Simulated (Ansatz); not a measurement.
HfN (rock salt)

```yaml
crystal:
  lattice:
    - [0.00000, 4.54789, 4.54789]
    - [2.27394, 0.00000, 2.27394]
    - [2.27394, 2.27394, 0.00000]
  atoms:
    - { symbol: N, position: [0.00000, 0.00000, 0.00000] }
    - { symbol: N, position: [0.50000, 0.00000, 0.00000] }
    - { symbol: Hf, position: [0.25000, 0.50000, 0.50000] }
    - { symbol: Hf, position: [0.75000, 0.50000, 0.50000] }
```

In this cell atom 3 (Hf, nearest neighbour N at 2.274 Å; its periodic images, 3.2 Å or more away, move with it) is moved by s towards the nearest neighbour, unit vector (-1.000, 0.000, 0.000); all other atoms and the cell stay fixed.

Method: PBE (plane waves to 420 eV, PAW, scalar-relativistic; Ansatz, a first-principles code). k mesh 7×14×14 (Γ-centred), Fermi-Dirac smearing 0.05 eV. The energy includes the smearing's −TS. With partly filled bands, energies and forces of such displacements shift with the k mesh and the smearing. HfN is run without spin polarisation. HfN was relaxed with its symmetry unable to fall. Spin-orbit coupling is left out, though Hf is heavy. The zero of ΔE is the undisplaced structure.

### Question
Give the computed ΔE (meV/cell) at s (Å) = -0.230, 0.046, 0.092, 0.138, 0.184, 0.230.

### Answer
| s (Å) | ΔE (meV/cell) |
|---|---|
| -0.230 | 308 |
| 0.046 | 11 |
| 0.092 | 45 |
| 0.138 | 103 |
| 0.184 | 189 |
| 0.230 | 308 |

(For displaced atoms, the force is minus the slope of the energy, and its curvature is a force constant, which sets phonon frequencies.)
